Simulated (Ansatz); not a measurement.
Piezoelectric tensor of Be3ZnSe4

Computed with DFT PBE, scalar-relativistic, plane waves, PAW in Ansatz. Plane waves to 420 eV; Γ-centred k mesh 6×6×2; fixed occupations. No spin polarisation.

Relaxed structure:
```
CELL_PARAMETERS angstrom
3.74709 0.00000 0.00000
-1.87354 3.24507 0.00000
0.00000 0.00000 12.40967
ATOMIC_POSITIONS crystal
Be 0.66667 0.33333 0.01250
Be 0.66667 0.33333 0.49284
Be 0.00000 0.00000 0.25316
Zn 0.00000 0.00000 0.75621
Se 0.66667 0.33333 0.19391
Se 0.66667 0.33333 0.67294
Se 0.00000 0.00000 0.43432
Se 0.00000 0.00000 0.95412
```

It was reached by relaxing an invented guess, and it needn't be the stable form of this composition.

(1) Give the relaxed-ion proper piezoelectric stress tensor e_iJ (C/m², Voigt columns xx yy zz yz xz xy).

(2) With the elastic constants (GPa, Voigt order)
C11 = 126.8, C12 = 42.1, C13 = 31.0, C14 = -0.9, C22 = 126.8, C23 = 31.0, C24 = 0.9, C33 = 159.9, C44 = 36.1, C55 = 36.1, C56 = -0.9, C66 = 42.4 GPa; the others vanish.
find the strain coefficients d = e·C⁻¹ (pC/N).

Answers

(1)
```
x    0.000  0.000  0.000  0.000  0.086  0.111
y    0.111 -0.111  0.000  0.086  0.000  0.000
z    0.050  0.050 -0.246  0.000  0.000  0.000
```
Signs follow the orientation of the cell as given.

(2)
```
x    0.00  0.00  0.00  0.00  2.44  2.68
y    1.34 -1.34  0.00  2.44  0.00  0.00
z    0.62  0.62 -1.78  0.00  0.00  0.00
```
